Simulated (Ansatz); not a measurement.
Ansatz (a program for electronic structure) input:

Ansatz 0.2 input:
```yaml
crystal:
  lattice:
    - [4.2359601681, 0.0, 0.0]
    - [0.0, 4.2359601681, 0.0]
    - [0.0, 0.0, 2.6904561169]
  atoms:
    - { symbol: Si, position: [0.0, 0.0, 0.0] }
    - { symbol: Si, position: [0.5, 0.5, 0.5] }
    - { symbol: O, position: [0.3069757957, 0.3069757957, 0.0] }
    - { symbol: O, position: [0.1930242043, 0.8069757957, 0.5] }
    - { symbol: O, position: [0.6930242043, 0.6930242043, 0.0] }
    - { symbol: O, position: [0.8069757957, 0.1930242043, 0.5] }
kpoints:
  mp_grid: { grid: [7, 7, 10] }
hamiltonian:
  xc: pbe
  pseudopotentials: { kind: paw }
scf:
  occupations: { method: fixed }
elastic: { mode: relaxed_ion, stencil: two_point, amplitude: 0.005, f_tol: 0.0005 }
```

Output (shortened):

```
Pseudopotential: Si, paw, valence charge 4
Pseudopotential: O, paw, valence charge 6
Functional definition: PBE
Crystal: 6 atoms, lattice volume = 48.276 Å³
Basis set: ecut = 420 eV, 961 PW (Γ), exchange–correlation on 60×60×40 points (8 copies of the dense FFT grid, shifted against one another)
Bands: 22, of which v1, the nominal top of the filled ones, is band 16 counted from 1 (15 counted from 0)
Symmetry: 16 space group operations
Space group: P42/mnm (ITA 136), of the structure as read, at distance tolerance 3.6e-5 Å
k-points: 60 of 490
SCF 1 converged in 10 iterations: F = -3547.018847 eV  dr2 = 1.04e-16
Crystal: 6 atoms, lattice volume = 48.034 Å³
Basis set: ecut = 420 eV, 945 PW (Γ), exchange–correlation on 60×60×40 points (8 copies of the dense FFT grid, shifted against one another)
Symmetry: 8 space group operations
k-points: 96 of 490
SCF 2 converged in 8 iterations: F = -3547.016984 eV  dr2 = 6.58e-14
relax step   1: F+E_penalty+E_count = -3547.01698446 eV  Δ(F+E_penalty+E_count) = +0.000e0 eV  max|allowed force component| = 4.814e-2 eV/Å  Δτ_max = 0.0000 Å  (8 SCF iters, accepted)
Crystal: 6 atoms, lattice volume = 48.034 Å³
SCF 3 converged in 7 iterations: F = -3547.017185 eV  dr2 = 3.34e-14
relax step   2: F+E_penalty+E_count = -3547.01718489 eV  Δ(F+E_penalty+E_count) = -2.004e-4 eV  max|allowed force component| = 3.263e-2 eV/Å  Δτ_max = 0.0020 Å  (7 SCF iters, accepted)
Crystal: 6 atoms, lattice volume = 48.034 Å³
SCF 4 converged in 8 iterations: F = -3547.017350 eV  dr2 = 3.44e-15
relax step   3: F+E_penalty+E_count = -3547.01735022 eV  Δ(F+E_penalty+E_count) = -1.653e-4 eV  max|allowed force component| = 1.204e-4 eV/Å  Δτ_max = 0.0040 Å  (8 SCF iters, accepted)
Crystal: 6 atoms, lattice volume = 48.034 Å³
SCF 5 converged in 10 iterations: F = -3547.017350 eV  dr2 = 6.67e-18
Crystal: 6 atoms, lattice volume = 48.517 Å³
SCF 6 converged in 8 iterations: F = -3547.017118 eV  dr2 = 9.54e-14
relax step   1: F+E_penalty+E_count = -3547.01711788 eV  Δ(F+E_penalty+E_count) = +0.000e0 eV  max|allowed force component| = 4.975e-2 eV/Å  Δτ_max = 0.0000 Å  (8 SCF iters, accepted)
Crystal: 6 atoms, lattice volume = 48.517 Å³
SCF 7 converged in 8 iterations: F = -3547.017496 eV  dr2 = 1.34e-14
relax step   2: F+E_penalty+E_count = -3547.01749562 eV  Δ(F+E_penalty+E_count) = -3.777e-4 eV  max|allowed force component| = 1.235e-3 eV/Å  Δτ_max = 0.0060 Å  (8 SCF iters, accepted)
Crystal: 6 atoms, lattice volume = 48.517 Å³
SCF 8 converged in 7 iterations: F = -3547.017496 eV  dr2 = 6.56e-16
relax step   3: F+E_penalty+E_count = -3547.01749589 eV  Δ(F+E_penalty+E_count) = -2.678e-7 eV  max|allowed force component| = 7.185e-5 eV/Å  Δτ_max = 0.0002 Å  (7 SCF iters, accepted)
Crystal: 6 atoms, lattice volume = 48.517 Å³
SCF 9 converged in 10 iterations: F = -3547.017496 eV  dr2 = 8.00e-18
Crystal: 6 atoms, lattice volume = 48.034 Å³
SCF 10 converged in 9 iterations: F = -3547.016321 eV  dr2 = 8.40e-16
relax step   1: F+E_penalty+E_count = -3547.01632147 eV  Δ(F+E_penalty+E_count) = +0.000e0 eV  max|allowed force component| = 4.305e-4 eV/Å  Δτ_max = 0.0000 Å  (9 SCF iters, accepted)
Crystal: 6 atoms, lattice volume = 48.034 Å³
SCF 11 converged in 10 iterations: F = -3547.016321 eV  dr2 = 5.98e-18
Crystal: 6 atoms, lattice volume = 48.517 Å³
SCF 12 converged in 9 iterations: F = -3547.016329 eV  dr2 = 7.50e-16
relax step   1: F+E_penalty+E_count = -3547.01632866 eV  Δ(F+E_penalty+E_count) = +0.000e0 eV  max|allowed force component| = 8.815e-4 eV/Å  Δτ_max = 0.0000 Å  (9 SCF iters, accepted)
Crystal: 6 atoms, lattice volume = 48.517 Å³
SCF 13 converged in 6 iterations: F = -3547.016329 eV  dr2 = 1.92e-14
relax step   2: F+E_penalty+E_count = -3547.01632872 eV  Δ(F+E_penalty+E_count) = -5.513e-8 eV  max|allowed force component| = 6.025e-4 eV/Å  Δτ_max = 0.0000 Å  (6 SCF iters, accepted)
Crystal: 6 atoms, lattice volume = 48.517 Å³
SCF 14 converged in 6 iterations: F = -3547.016329 eV  dr2 = 3.37e-14
relax step   3: F+E_penalty+E_count = -3547.01632876 eV  Δ(F+E_penalty+E_count) = -4.834e-8 eV  max|allowed force component| = 7.685e-8 eV/Å  Δτ_max = 0.0000 Å  (6 SCF iters, accepted)
Crystal: 6 atoms, lattice volume = 48.517 Å³
SCF 15 converged in 10 iterations: F = -3547.016329 eV  dr2 = 7.17e-18
Crystal: 6 atoms, lattice volume = 48.276 Å³
Basis set: ecut = 420 eV, 957 PW (Γ), exchange–correlation on 60×60×40 points (8 copies of the dense FFT grid, shifted against one another)
Symmetry: 4 space group operations
k-points: 144 of 490
SCF 16 converged in 9 iterations: F = -3547.017987 eV  dr2 = 6.77e-16
relax step   1: F+E_penalty+E_count = -3547.01798666 eV  Δ(F+E_penalty+E_count) = +0.000e0 eV  max|allowed force component| = 1.118e-2 eV/Å  Δτ_max = 0.0000 Å  (9 SCF iters, accepted)
Crystal: 6 atoms, lattice volume = 48.276 Å³
SCF 17 converged in 7 iterations: F = -3547.017993 eV  dr2 = 1.20e-15
relax step   2: F+E_penalty+E_count = -3547.01799303 eV  Δ(F+E_penalty+E_count) = -6.366e-6 eV  max|allowed force component| = 8.175e-3 eV/Å  Δτ_max = 0.0002 Å  (7 SCF iters, accepted)
Crystal: 6 atoms, lattice volume = 48.276 Å³
SCF 18 converged in 7 iterations: F = -3547.018000 eV  dr2 = 1.04e-14
relax step   3: F+E_penalty+E_count = -3547.01800034 eV  Δ(F+E_penalty+E_count) = -7.311e-6 eV  max|allowed force component| = 2.683e-5 eV/Å  Δτ_max = 0.0004 Å  (7 SCF iters, accepted)
Crystal: 6 atoms, lattice volume = 48.276 Å³
SCF 19 converged in 10 iterations: F = -3547.018000 eV  dr2 = 7.66e-18
Crystal: 6 atoms, lattice volume = 48.276 Å³
SCF 20 converged in 8 iterations: F = -3547.017987 eV  dr2 = 7.92e-14
relax step   1: F+E_penalty+E_count = -3547.01798666 eV  Δ(F+E_penalty+E_count) = +0.000e0 eV  max|allowed force component| = 1.118e-2 eV/Å  Δτ_max = 0.0000 Å  (8 SCF iters, accepted)
Crystal: 6 atoms, lattice volume = 48.276 Å³
SCF 21 converged in 7 iterations: F = -3547.017993 eV  dr2 = 1.20e-15
relax step   2: F+E_penalty+E_count = -3547.01799303 eV  Δ(F+E_penalty+E_count) = -6.366e-6 eV  max|allowed force component| = 8.175e-3 eV/Å  Δτ_max = 0.0002 Å  (7 SCF iters, accepted)
Crystal: 6 atoms, lattice volume = 48.276 Å³
SCF 22 converged in 7 iterations: F = -3547.018000 eV  dr2 = 1.05e-14
relax step   3: F+E_penalty+E_count = -3547.01800034 eV  Δ(F+E_penalty+E_count) = -7.311e-6 eV  max|allowed force component| = 2.674e-5 eV/Å  Δτ_max = 0.0004 Å  (7 SCF iters, accepted)
Crystal: 6 atoms, lattice volume = 48.276 Å³
SCF 23 converged in 10 iterations: F = -3547.018000 eV  dr2 = 7.50e-18
Crystal: 6 atoms, lattice volume = 48.276 Å³
Basis set: ecut = 420 eV, 959 PW (Γ), exchange–correlation on 60×60×40 points (8 copies of the dense FFT grid, shifted against one another)
SCF 24 converged in 10 iterations: F = -3547.017834 eV  dr2 = 1.06e-14
relax step   1: F+E_penalty+E_count = -3547.01783428 eV  Δ(F+E_penalty+E_count) = +0.000e0 eV  max|allowed force component| = 1.367e-2 eV/Å  Δτ_max = 0.0000 Å  (10 SCF iters, accepted)
Crystal: 6 atoms, lattice volume = 48.276 Å³
SCF 25 converged in 8 iterations: F = -3547.017845 eV  dr2 = 1.83e-14
relax step   2: F+E_penalty+E_count = -3547.01784482 eV  Δ(F+E_penalty+E_count) = -1.054e-5 eV  max|allowed force component| = 7.171e-3 eV/Å  Δτ_max = 0.0002 Å  (8 SCF iters, accepted)
Crystal: 6 atoms, lattice volume = 48.276 Å³
SCF 26 converged in 8 iterations: F = -3547.017849 eV  dr2 = 2.41e-14
relax step   3: F+E_penalty+E_count = -3547.01784864 eV  Δ(F+E_penalty+E_count) = -3.824e-6 eV  max|allowed force component| = 9.319e-5 eV/Å  Δτ_max = 0.0002 Å  (8 SCF iters, accepted)
Crystal: 6 atoms, lattice volume = 48.276 Å³
SCF 27 converged in 10 iterations: F = -3547.017849 eV  dr2 = 3.13e-17
Crystal: 6 atoms, lattice volume = 48.276 Å³
SCF 28 converged in 10 iterations: F = -3547.017834 eV  dr2 = 7.35e-15
relax step   1: F+E_penalty+E_count = -3547.01783428 eV  Δ(F+E_penalty+E_count) = +0.000e0 eV  max|allowed force component| = 1.367e-2 eV/Å  Δτ_max = 0.0000 Å  (10 SCF iters, accepted)
Crystal: 6 atoms, lattice volume = 48.276 Å³
SCF 29 converged in 8 iterations: F = -3547.017845 eV  dr2 = 1.86e-14
relax step   2: F+E_penalty+E_count = -3547.01784482 eV  Δ(F+E_penalty+E_count) = -1.054e-5 eV  max|allowed force component| = 7.171e-3 eV/Å  Δτ_max = 0.0002 Å  (8 SCF iters, accepted)
Crystal: 6 atoms, lattice volume = 48.276 Å³
SCF 30 converged in 8 iterations: F = -3547.017849 eV  dr2 = 2.57e-14
relax step   3: F+E_penalty+E_count = -3547.01784864 eV  Δ(F+E_penalty+E_count) = -3.824e-6 eV  max|allowed force component| = 9.319e-5 eV/Å  Δτ_max = 0.0002 Å  (8 SCF iters, accepted)
Crystal: 6 atoms, lattice volume = 48.276 Å³
SCF 31 converged in 10 iterations: F = -3547.017849 eV  dr2 = 3.23e-17
SCF converged after 10 iterations
Free energy (F): -3547.018847 eV
Harris-Foulkes:  -3547.018847 eV  (|F-HF|=4.55e-13)
Internal energy: -3547.018847 eV  (E = F + TS)
E sigma→0 (E₀):  -3547.018847 eV
Fermi energy:    9.998347 eV
--- Per-component energies (eV) ---
  E_band       = 53.024006
  E_kinetic    = 810.613931
  E_local      = -1244.725618  (includes V_loc(G=0)·N_el)
  E_nonlocal   = 235.670376
  E_hartree    = 440.922812
  E_xc         = -411.044928
  E_vxc        = -478.427704  (∫ρ·V_xc dr)
  E_paw        = -1661.191044  (= ΣΔE_a)
  E_vpaw       = -151.962911  (= ΣTr[D̂ρ^β])
  E_aug_tail   = 0.010307  (compensation charges beyond the density's cutoff)
  E_ewald      = -1717.274684
  E_smearing   =  0.000000  (= −TS)
  E_closure    =  0.000000  (closes the sum)
  Σ components = -3547.018847   (vs F -3547.018847, Δ=0.00e0)
--- Forces (eV/Å), atoms counted from 1 ---
  atom   1  Si     0.00000000     0.00000000     0.00000000
  atom   2  Si     0.00000000     0.00000000     0.00000000
  atom   3  O      0.00048688     0.00048688     0.00000000
  atom   4  O     -0.00048688     0.00048688     0.00000000
  atom   5  O     -0.00048688    -0.00048688     0.00000000
  atom   6  O      0.00048688    -0.00048688     0.00000000
  max |Σ_I F_I| component: 2.60e-18 eV/Å
--- Stress (GPa, compression-positive) ---
        0.021747       0.000000       0.000000
        0.000000       0.021747       0.000000
        0.000000       0.000000       0.011089
  P = ⅓ Tr σ = 0.0182 GPa (0.182 kbar)
--- Band table (eV; the first three rows and the last of 60) ---
  k-point 0: bands = ["-12.1945", "-8.7405", "-8.7405", "-8.5774", "-0.5995", "3.7832", "3.7832", "4.0767", "4.8035", "5.0529", "6.9875", "6.9875", "7.5052", "9.1489", "9.1489", "9.9983", "15.0393", "16.6255", "18.3178", "18.3178", "21.1006", "21.5313"]
  k-point 1: bands = ["-12.0656", "-8.6751", "-8.6751", "-8.5588", "-0.5499", "3.8933", "3.8933", "4.2181", "4.4294", "4.8768", "6.5388", "6.5388", "7.0036", "9.0593", "9.0593", "9.8890", "15.5472", "17.3172", "18.8889", "18.8889", "20.4573", "22.2160"]
  k-point 2: bands = ["-11.6899", "-8.5454", "-8.4967", "-8.4967", "-0.4317", "3.7001", "4.2107", "4.2107", "4.2140", "4.6340", "5.5094", "5.5094", "6.0545", "8.7721", "8.7721", "9.5444", "16.5550", "18.8511", "19.9882", "20.2378", "20.2378", "23.0794"]
  k-point 59: bands = ["-9.3380", "-9.3211", "-8.1915", "-8.1630", "-0.4607", "-0.3524", "2.1750", "2.2122", "4.7253", "5.4835", "5.6693", "6.3589", "8.1446", "8.1860", "8.4583", "8.5688", "16.9074", "16.9311", "20.6830", "20.7906", "21.5688", "21.6981"]
--- Elastic constants: 4 strain directions × 2 members + reference (group order 16) ---
  dense FFT box of the reference and of every strained cell: 30×30×20
  strains applied: 11, 33, 23, 12; error gains …
  C = ∂σ_k/∂η_j (tension-positive GPa; Voigt order 11 22 33 23 13 12):
       385.793    161.997    177.368      0.000      0.000      0.000
       161.997    385.793    177.368      0.000      0.000      0.000
       177.376    177.376    690.684      0.000      0.000      0.000
         0.000      0.000      0.000    226.750      0.000      0.000
         0.000      0.000      0.000      0.000    226.750      0.000
         0.000      0.000      0.000      0.000      0.000    284.661
  reference stress σ⁰ (GPa):     -0.022     -0.022     -0.011      0.000      0.000      0.000
  moduli (Voigt/Reuss/Hill, GPa): K = 277.31/258.62/267.96   G = 210.67/188.36/199.51   E = 479.53   ν = 0.202
  mechanically stable: yes (min eigenvalue of sym C = 223.80 GPa)
  strain η (Voigt 11):  stress-route row diagonal C_11 = 385.79 GPa, energy-path curvature d²(F+E_count+ΔE)/dδ²/Ω₀ = 386.80 GPa
         δ    σ_11 (GPa)             F (eV)   n_scf  n_hpsi   n_pw
    -5.000e-3      -1.9837       -3547.0173502      10   39351    954   relax 3 steps, max|allowed force component| 1.20e-4 eV/Å
     5.000e-3       1.8742       -3547.0174959      10   39436    962   relax 3 steps, max|allowed force component| 7.19e-5 eV/Å
  strain η (Voigt 33):  stress-route row diagonal C_33 = 690.68 GPa, energy-path curvature d²(F+E_count+ΔE)/dδ²/Ω₀ = 689.76 GPa
         δ    σ_33 (GPa)             F (eV)   n_scf  n_hpsi   n_pw
    -5.000e-3      -3.5252       -3547.0163215      10   24650    961   relax 1 steps, max|allowed force component| 4.31e-4 eV/Å
     5.000e-3       3.3816       -3547.0163288      10   24715    962   relax 3 steps, max|allowed force component| 7.68e-8 eV/Å
  strain η (Voigt 23):  stress-route row diagonal C_44 = 226.75 GPa, energy-path curvature d²(F+E_count+ΔE)/dδ²/Ω₀ = 226.91 GPa
         δ    σ_23 (GPa)             F (eV)   n_scf  n_hpsi   n_pw
    -5.000e-3      -1.1338       -3547.0180003      10   59049    957   relax 3 steps, max|allowed force component| 2.68e-5 eV/Å
     5.000e-3       1.1338       -3547.0180003      10   59051    957   relax 3 steps, max|allowed force component| 2.67e-5 eV/Å
  strain η (Voigt 12):  stress-route row diagonal C_66 = 284.66 GPa, energy-path curvature d²(F+E_count+ΔE)/dδ²/Ω₀ = 284.79 GPa
         δ    σ_12 (GPa)             F (eV)   n_scf  n_hpsi   n_pw
    -5.000e-3      -1.4233       -3547.0178486      10   39009    959   relax 3 steps, max|allowed force component| 9.32e-5 eV/Å
     5.000e-3       1.4233       -3547.0178486      10   39010    959   relax 3 steps, max|allowed force component| 9.32e-5 eV/Å
```

Cost: about 2.1 core-minutes (a rough figure) on shared cores.

Space group P4_2/mnm (rutile). This is a known high-pressure phase of the composition, computed here at zero pressure and temperature. The cell was relaxed with PBE under the symmetry of its start; phonons on a q-mesh show no instability.

Potentials: the later of the program's two PAW sets.

Ansatz is a plane-wave DFT program.
